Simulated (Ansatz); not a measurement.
Mo3S4:
```
CELL_PARAMETERS angstrom
      4.52943     2.61507     3.59213
     -4.52943     2.61507     3.59213
      0.00000    -5.23014     3.59213
ATOMIC_POSITIONS crystal
  Mo 0.21023 0.40571 0.55199
  Mo 0.55199 0.21023 0.40571
  Mo 0.40571 0.55199 0.21023
  Mo 0.78977 0.59429 0.44801
  Mo 0.44801 0.78977 0.59429
  Mo 0.59429 0.44801 0.78977
  S  0.21963 0.21963 0.21963
  S  0.78037 0.78037 0.78037
  S  0.38733 0.13169 0.73702
  S  0.73702 0.38733 0.13169
  S  0.13169 0.73702 0.38733
  S  0.61267 0.86831 0.26298
  S  0.26298 0.61267 0.86831
  S  0.86831 0.26298 0.61267
```

Relaxed with LDA. Special points in fractions of this cell's reciprocal vectors: Γ (0.000, 0.000, 0.000); L (0.500, 0.000, 0.000); T (0.500, -0.500, 0.500); P0 (0.481, -0.519, 0.481); P2 (0.481, 0.481, 0.481); F (0.500, -0.500, 0.000).

Task: List the band energies nearest the Fermi level at these points for LDA in the plane-wave PAW code Ansatz.

Result: In eV from the Fermi level; about four levels below and three above (degenerate sets whole), none deeper than 8.9 eV; points with the same levels are listed once.

| k | below | above |
|---|---|---|
| Γ | -0.66 -0.12 -0.02 -0.02 | 0.93 0.93 1.41 |
| L | -0.63 -0.36 -0.16 0.00 | 0.10 0.61 1.40 |
| T | -0.70 -0.70 -0.18 -0.18 | 1.50 1.94 1.94 |
| P0 | -0.69 -0.69 -0.17 -0.17 | 1.50 1.93 1.93 |
| F | -0.78 -0.60 -0.38 -0.36 | 0.11 0.60 1.27 |

Space group R-3. The workflow started from an entry of the Crystallography Open Database (COD). Whether it is the stable phase at ambient conditions was not checked. The cell was relaxed with LDA under the symmetry of its start; of distortions, only those at the zone centre were tested. No spin polarisation was allowed. Spin–orbit coupling is left out wherever it is not named.

Potentials: the later of the program's two PAW sets.
